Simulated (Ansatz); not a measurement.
**How much do the gradients of TiO2 with Bi replacing Ti depend on the method?**

Cell: a supercell of TiO2 (rutile type, P4_2/mnm) built from a COD entry, with the ions relaxed around the defect (PBE).

Space group Pmmm (No. 47); a = 6.4944, b = 6.4944, c = 8.8722 Å.

```csv
site,Wyckoff,site symmetry,x,y,z
Bi,1a,mmm,0.0000,0.0000,0.0000
Ti2,2q,mm2,0.0000,0.0000,0.3415
Ti4,1f,mmm,0.5000,0.5000,0.0000
Ti5,2t,mm2,0.5000,0.5000,0.3344
Ti7,2s,mm2,0.5000,0.0000,0.1699
Ti8,1d,mmm,0.5000,0.0000,0.5000
Ti10,2r,mm2,0.0000,0.5000,0.1700
Ti11,1g,mmm,0.0000,0.5000,0.5000
O13,2i,2mm,0.3251,0.0000,0.0000
O14,4w,.m.,0.3047,0.0000,0.3357
O16,2k,2mm,0.8057,0.5000,0.0000
O17,4x,.m.,0.7999,0.5000,0.3380
O19,4v,m..,0.5000,0.3053,0.1665
O20,2p,m2m,0.5000,0.3034,0.5000
O22,4u,m..,0.0000,0.7878,0.1962
O23,2n,m2m,0.0000,0.8004,0.5000
```

One atom of each set is listed.

First run. Method: Kohn–Sham DFT in Ansatz, PBE, plane waves and PAW, scalar-relativistic, 420 eV cutoff, Γ-centred 3×3×2 k-points, Fermi–Dirac smearing 0.01 eV, cell charge -1.

```csv
site,V_zz (10²¹ V/m²),η
Bi,-22.1,0.65
Ti4,-2.44,0.50
Ti5,1.54,0.34
Ti7,-4.78,0.49
Ti10,-5.00,0.73
Ti11,-1.01,0.38
O13,-2.28,0.87
O14,-2.35,0.81
O16,2.22,0.75
O17,-3.41,0.63
O19,2.41,0.89
O20,-3.04,0.79
O22,3.54,0.66
O23,2.68,0.21
```

Second run. The same atoms and settings, except that the functional is r2SCAN and the cutoff is 500 eV.

Task: Given the first result, estimate the second.

Result: 

```tsv
site	V_zz	η	change of V_zz
Bi	-21.5	0.67	+0.60
Ti4	-2.52	0.48	-0.08
Ti5	1.58	0.40	+0.04
Ti7	-4.88	0.49	-0.10
Ti10	-4.95	0.75	+0.05
Ti11	-1.07	0.44	-0.06
O13	-2.40	0.60	-0.12
O14	-2.61	0.70	-0.26
O16	2.27	0.85	+0.05
O17	-3.73	0.56	-0.32
O19	-2.52	0.98	–
O20	-3.33	0.71	-0.29
O22	3.46	0.78	-0.08
O23	2.85	0.13	+0.17
```

The largest change of V_zz along a kept axis is on Bi, from -22.1 to -21.5. In per cent, |V_zz| changes by -3 on Bi, -1 to +6 on Ti, -2 to +11 on O (all sites that start above 0.5, bar those whose gradient vanishes or changes sign or whose main axis turns by over 40°). Where |V_zz| stays above 0.1 and the axes keep their order, η moves most on O13, from 0.87 to 0.60. On O19 the largest principal value lies along another axis in the second run, so the two V_zz can't be compared directly. The table leaves out 2 of the 16 sites, with |V_zz| up to 5.01; their tensors move by 0.07 at most along any direction. The statements above cover all sites.

The defect repeats with the cell of 36 atoms, so it feels its images: sites between two images don't show the values beside a lone defect, and zeros or small values of η there can come from the images' arrangement. O and Ti carry a gradient in the pure host already, so the values there aren't the defect's effect alone. The relaxation keeps the site symmetry mmm of the start, so the impurity can't leave its site; a start off the site could end lower. A uniform background compensates the cell's charge. Spin–orbit coupling is left out, which shifts gradients on Bi by a few per cent in wide-gap crystals, and can shift them far more where the calculated gap is small or absent, as here.
For the first run: The cell keeps the host's lattice, where the PBE pressure is 14 GPa (in a charged cell this depends on the convention for the mean potential).
For the second run: The cell keeps the host's lattice, where the r2SCAN pressure is 10 GPa (in a charged cell this depends on the convention for the mean potential).
